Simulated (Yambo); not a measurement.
```
CELL_PARAMETERS angstrom
      1.25112     0.72233     3.37293
     -1.25112     0.72233     3.37293
      0.00000    -1.44467     3.37293
ATOMIC_POSITIONS crystal
  B  0.99967 0.99967 0.99967
  N  0.33276 0.33276 0.33276
```

BN (rhombohedral, space group R3m, No. 160): mean Im ε in 1 eV windows above the direct gap of 6.39 eV, for different electron-hole kernels (Yambo, broadening 0.15 eV, PBEsol (Quantum ESPRESSO, PseudoDojo norm-conserving, 84 Ry, scalar-relativistic) bands; 6×6×6 mesh, 3 valence and 1 conduction bands, static screening with 10 bands and a 4 Ry block, scissor 1.74 eV, Tamm-Dancoff; field along x).

| window (eV) | independent quasiparticles | BSE |
|---|---|---|
| 6.4 to 7.4 | 4.8 | 3.7 |
| 7.4 to 8.4 | 9.1 | 0.8 |
| 8.4 to 9.4 | 3.6 | 0.4 |
| 9.4 to 10.4 | 0.6 | 0.4 |
| 10.4 to 11.4 | 0.8 | 0.3 |

This run doesn't resolve bound excitons or single peaks, so only averages are given, and they too depend on the mesh; weight that the attraction moves below the gap isn't listed. All transitions below 11.78 eV are in the band window. The scissor comes from a G0W0 run whose convergence isn't established.

Geometry of the Materials Project entry, not relaxed at this level.

This is not the ordinary phase of the substance; no match was found in the copy of COD used, and its stability was not checked.

The distance between layers or molecules is the database entry's, not relaxed here. Functionals without dispersion can leave it too large, which widens gaps and weakens the response across layers: the numbers belong to this cell.
